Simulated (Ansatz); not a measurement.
LiBr:
```yaml
crystal:
  lattice:
    - [4.13625, 0.00000, 0.00000]
    - [-2.06813, 3.58210, 0.00000]
    - [0.00000, 0.00000, 6.61633]
  atoms:
    - { symbol: Li, position: [0.66667, 0.33333, 0.87799] }
    - { symbol: Li, position: [0.33333, 0.66667, 0.37799] }
    - { symbol: Br, position: [0.66667, 0.33333, 0.49701] }
    - { symbol: Br, position: [0.33333, 0.66667, 0.99701] }
```

x, y and z are the axes in which the lattice vectors are written.

Question: Give the proper piezoelectric stress tensor with relaxed ions from plane-wave PAW PBEsol (Ansatz code).

Answer: In C/m², rows x, y, z, Voigt columns; mesh uncertainty up to 0.00.
```
 0.00   0.00   0.00   0.00   0.11   0.00
 0.00   0.00   0.00   0.11   0.00   0.00
 0.15   0.15  -0.32   0.00   0.00   0.00
```

The elastic tensor of the same run (GPa):

```
29.1  17.5  16.2   0.0   0.0   0.0
17.5  29.1  16.2   0.0   0.0   0.0
16.2  16.2  29.1   0.0   0.0   0.0
 0.0   0.0   0.0   6.1   0.0   0.0
 0.0   0.0   0.0   0.0   6.1   0.0
 0.0   0.0   0.0   0.0   0.0   5.8
```

Question: Convert to strain constants d = e·S.

Answer: In pC/N:
```
  0.0    0.0    0.0    0.0   17.2    0.0
  0.0    0.0    0.0   17.2    0.0    0.0
 11.4   11.4  -23.5    0.0    0.0    0.0
```

Space group P6_3mc (wurtzite). The first step of the workflow began from a Materials Project structure, measured or hypothetical; the Crystallography Open Database copy checked does not list it. It is not the phase usual at ambient conditions (space group No. 225). Symmetry was held in the PBEsol relaxation; its stability against distortions is not shown here.

Potentials: the later of the program's two PAW sets.
